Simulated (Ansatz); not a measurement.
Problem. Free-standing sheets of MnGe2N4, MA2Z4 (octahedral core, outer Z over the far inner Z)-type layer and VP4Si2, MA2Z4 (prismatic core, outer Z over the empty site)-type layer are relaxed with r²SCAN+D4 (plane waves, PAW; program Ansatz). Aligned at the vacuum level, what band offsets and what type of junction result?

Solution. MnGe2N4: VBM -6.45, CBM -5.17 eV; VP4Si2: VBM -5.56, CBM -5.34 eV. Valence offset 0.89 eV (VP4Si2 higher), conduction offset 0.17 eV (VP4Si2 lower): type I (straddling).

Mismatch of the primitive lattice constants: 3.013 against 3.471 Å, 13.2 %.

Natural alignment of Kohn–Sham levels: no interface dipole, strain or quasiparticle shift.

Spin orders computed, not proven ground states: MnGe2N4, MA2Z4 (octahedral core, outer Z over the far inner Z)-type layer ferromagnetic; VP4Si2, MA2Z4 (prismatic core, outer Z over the empty site)-type layer ferromagnetic. All cells were relaxed under the symmetry of their starts (and spin orders); stability against distortions was not tested throughout. Scalar-relativistic: spin–orbit coupling is off unless named, which matters more the heavier the elements. Constructed layers (a layer type filled with these elements): MnGe2N4, MA2Z4 (octahedral core, outer Z over the far inner Z)-type layer; VP4Si2, MA2Z4 (prismatic core, outer Z over the empty site)-type layer.

Potentials: the later of the program's two PAW sets.

Edges and masses are those of Kohn–Sham bands, whose gap is no quasiparticle gap.
